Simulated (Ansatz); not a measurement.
# Relaxing a structure of AlRu

The start is a relaxed AlRu cell, doubled along one cell vector, shaken by Gaussian noise of σ = 0.08 Å a coordinate. The cell and all atomic positions are relaxed at zero pressure with PBE (plane waves to 420 eV, PAW, scalar-relativistic; Ansatz, a quantum-chemistry and plane-wave program). The first steps use a coarse 11×11×4 k-mesh.

Input geometry:
```yaml
crystal:
  lattice:
    - [1.49330, -4.58139, 0.00000]
    - [1.49330, 4.58139, 0.00000]
    - [0.00000, 0.00000, 8.24364]
  atoms:
    - { symbol: Al, position: [0.55707, 0.37342, 0.36169] }
    - { symbol: Al, position: [0.59431, 0.39265, 0.87969] }
    - { symbol: Al, position: [0.42621, 0.60109, 0.12265] }
    - { symbol: Al, position: [0.39074, 0.58242, 0.61009] }
    - { symbol: Ru, position: [0.88710, 0.19310, 0.36973] }
    - { symbol: Ru, position: [0.85844, 0.14334, 0.86475] }
    - { symbol: Ru, position: [0.15400, 0.85816, 0.11220] }
    - { symbol: Ru, position: [0.17386, 0.87490, 0.60882] }
```

- Energy released = 0.29 eV/atom
- Relative to the parent = It does not go back: it reaches Pm-3m (No. 221), CsCl type, 0.21 eV/atom below the parent
- Band gap at the end = zero (metallic)
- Optimiser moves = 14

Final structure:

Space group Pm-3m (No. 221); a = 3.0037 Å, b = 3.0037 Å, c = 3.0037 Å, α = 90.00°, β = 90.00°, γ = 90.00°

```csv
atom,site,symmetry,x,y,z
Al,1b,m-3m,0.5000,0.5000,0.5000
Ru,1a,m-3m,0.0000,0.0000,0.0000
```

Final values are on a 15×15×15 k-mesh of the relaxed cell. No spin polarisation in the result.

Of the parent cell (Cmcm (No. 63)): it is a generated cell of AlRu: the first start was made by placing the elements on the sites of a structure type, and the end was not matched to a known phase here, so it may be hypothetical.
